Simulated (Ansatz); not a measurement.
A plane-wave run on K2TeCl6

input.yaml (Ansatz 0.2.0)

```yaml
crystal:
  lattice:
    - [0.0, 5.193759, 5.193759]
    - [5.193759, 0.0, 5.193759]
    - [5.193759, 5.193759, 0.0]
  atoms:
    - { symbol: K, position: [0.25, 0.25, 0.25] }
    - { symbol: K, position: [0.75, 0.75, 0.75] }
    - { symbol: Te, position: [0.0, 0.0, 0.0] }
    - { symbol: Cl, position: [0.7532, 0.2468, 0.2468] }
    - { symbol: Cl, position: [0.2468, 0.7532, 0.2468] }
    - { symbol: Cl, position: [0.2468, 0.7532, 0.7532] }
    - { symbol: Cl, position: [0.7532, 0.2468, 0.7532] }
    - { symbol: Cl, position: [0.2468, 0.2468, 0.7532] }
    - { symbol: Cl, position: [0.7532, 0.7532, 0.2468] }
  symmetry: { tolerance: 0.0003 }
kpoints:
  mp_grid: { grid: [5, 5, 5], shift: [0, 0, 0] }
  band_path:
    path:
      - [0.0, 0.0, 0.0]
      - [0.5, 0.0, 0.5]
      - [0.625, 0.25, 0.625]
      - [0.375, 0.375, 0.75]
      - [0.0, 0.0, 0.0]
      - [0.5, 0.5, 0.5]
      - [0.5, 0.25, 0.75]
      - [0.5, 0.0, 0.5]
    npoints: 8
magnetization:
  spin_polarized: false
scf:
  occupations: { method: gaussian, width: 0.0409 }
  lower_state_search: "off"
  max_iter: 200
hamiltonian:
  pseudopotentials: { kind: paw }
  xc: r2scan
basis:
  ecutwfc: 500
  fft_grid_basis: typed
output:
  forces: true
  stress: true
  eigenvalues: true
  bader: true
  populations: true
  elf: true
  write_potential: true
  volumetric_format: npy
  dos:
    e_range: [-12, 8]
    de: 0.05
    projected: { site_lists: { Cl: [Cl], K: [K], Te: [Te] } }
checkpoint:
  read: saved_state
```

The run starts from an earlier solution of this cell. 

Output (shortened):

```
SCF iter   1: F=-16593.7997 eV  Δρ=4.67e-4  dr2=5.76e-4  dr2_τ=9.01e-5
SCF iter   2: F=-16593.8001 eV  Δρ=2.16e-4  dr2=3.48e-5  dr2_τ=3.67e-5
SCF iter   3: F=-16593.8000 eV  Δρ=9.77e-5  dr2=8.15e-6  dr2_τ=7.02e-6
SCF iter   4: F=-16593.8000 eV  Δρ=1.04e-5  dr2=4.57e-7  dr2_τ=3.99e-8
SCF iter   5: F=-16593.8000 eV  Δρ=3.43e-6  dr2=2.64e-8  dr2_τ=6.41e-9
Free energy (F): -16593.8000 eV
Harris-Foulkes:  -16593.8000 eV  (|F-HF|=3.22e-8)
Internal energy: -16593.8000 eV  (E = F + TS)
E sigma→0 (E₀):  -16593.8000 eV
Fermi energy:    3.2972 eV
--- Per-component energies (eV) ---
  E_band       = -797.9826
  E_kinetic    = 1646.6582
  E_local      = -4889.3957  (includes V_loc(G=0)·N_el)
  E_nonlocal   = -116.9501
  E_hartree    = 2094.2459
  E_xc         = -1005.5914
  E_vxc        = -1291.5149  (∫ρ·V_xc dr)
  E_paw        = -10258.3006  (= ΣΔE_a)
  E_vpaw       = -408.6271  (= ΣTr[D̂ρ^β])
  E_aug_tail   = 0.0002  (compensation charges beyond the density's cutoff)
  E_vtau       = 73.3560  (kinetic-family band-sum trace: ∫τ·v_τ [+ j·A + Jᵃ·Aᵃ] dr)
  E_ewald      = -4063.5406
  E_core_change = -0.9260  (= ΣΔE_core)
  E_smearing   =  0.0000  (= −TS)
--- Forces (eV/Å), atoms counted from 1 ---
  atom   1  K      0.0000     0.0000     0.0000
  atom   2  K      0.0000     0.0000     0.0000
  atom   3  Te     0.0000     0.0000     0.0000
  atom   4  Cl    -0.1087     0.0000     0.0000
  atom   5  Cl     0.0000    -0.1087     0.0000
  atom   6  Cl     0.1087     0.0000     0.0000
  atom   7  Cl     0.0000     0.1087     0.0000
  atom   8  Cl     0.0000     0.0000    -0.1087
  atom   9  Cl     0.0000     0.0000     0.1087
--- Stress (GPa, compression-positive) ---
       -1.0171       0.0000       0.0000
        0.0000      -1.0171       0.0000
        0.0000       0.0000      -1.0171
  P = ⅓ Tr σ = -1.0171 GPa (-10.171 kbar)
--- Löwdin populations: 9 sites ---
  site symbol       q [e]
     0      K      8.2246
     1      K      8.2246
     2     Te     14.5339
     3     Cl      7.4473
     4     Cl      7.4473
     5     Cl      7.4473
     6     Cl      7.4473
     7     Cl      7.4473
     8     Cl      7.4473
  spilling = 0.0044 (of n_electrons = 76.0000)
--- Bader charges: 9 sites ---
  site symbol  charge [e]  shift [e]
     0      K      0.9148     0.0000
     1      K      0.9148     0.0000
     2     Te      1.8089     0.0000
     3     Cl     -0.6064     0.0000
     4     Cl     -0.6064     0.0000
     5     Cl     -0.6064     0.0000
     6     Cl     -0.6064     0.0000
     7     Cl     -0.6064     0.0000
     8     Cl     -0.6064     0.0000
```

Origin: a known structure type with other elements, at an estimated volume, so it need not be a known compound.
